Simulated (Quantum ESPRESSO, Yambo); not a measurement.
## Quasiparticle gap of MgO

```xyz
2
Lattice="0.0000 2.1064 2.1064 2.1064 0.0000 2.1064 2.1064 2.1064 0.0000" Properties=species:S:1:pos:R:3 pbc="T T T"
O      2.1064     2.1064     2.1064
Mg     0.0000     0.0000     0.0000
```

Cell and atoms were relaxed with PBEsol from Materials Project entry mp-1265, within its symmetry.

Starting point: PBEsol (Quantum ESPRESSO, PseudoDojo norm-conserving, 84 Ry, scalar-relativistic). G0W0 in Yambo: 6×6×6 Γ-centred k mesh, bands 2 to 71 and a 14 Ry block in the screening, 71 bands in G with the Bruneval-Gonze terminator, plasmon pole fitted at 27.2 eV.

The PBEsol gap along the band path is 4.66 eV, the PBEsol gap between the mesh's edge points (Γ → Γ) is 4.66 eV and the G0W0 gap between the same points is 7.20 eV.

```json
[
 {"k point": "Γ", "band": "VB", "E PBEsol (eV)": "0.00", "E QP (eV)": "-1.51", "shift (eV)": "-1.51", "Z": "0.80"},
 {"k point": "Γ", "band": "CB", "E PBEsol (eV)": "4.66", "E QP (eV)": "5.69", "shift (eV)": "1.03", "Z": "0.85"},
 {"k point": "L", "band": "VB", "E PBEsol (eV)": "-0.65", "E QP (eV)": "-2.26", "shift (eV)": "-1.61", "Z": "0.80"},
 {"k point": "L", "band": "CB", "E PBEsol (eV)": "7.77", "E QP (eV)": "9.01", "shift (eV)": "1.24", "Z": "0.86"},
 {"k point": "X", "band": "VB", "E PBEsol (eV)": "-1.35", "E QP (eV)": "-3.04", "shift (eV)": "-1.69", "Z": "0.80"},
 {"k point": "X", "band": "CB", "E PBEsol (eV)": "9.03", "E QP (eV)": "10.13", "shift (eV)": "1.11", "Z": "0.87"}
]
```

Energies count from the PBEsol valence-band maximum.

Nearest settings tried, and what they do to the gap: 45 bands in G: +19 meV; 45 bands in W, 45 bands in G: +8 meV; 11 Ry block (89 vectors against 137): -80 meV; 4×4×4 mesh: +32 meV. So the settings aren't converged at that level.
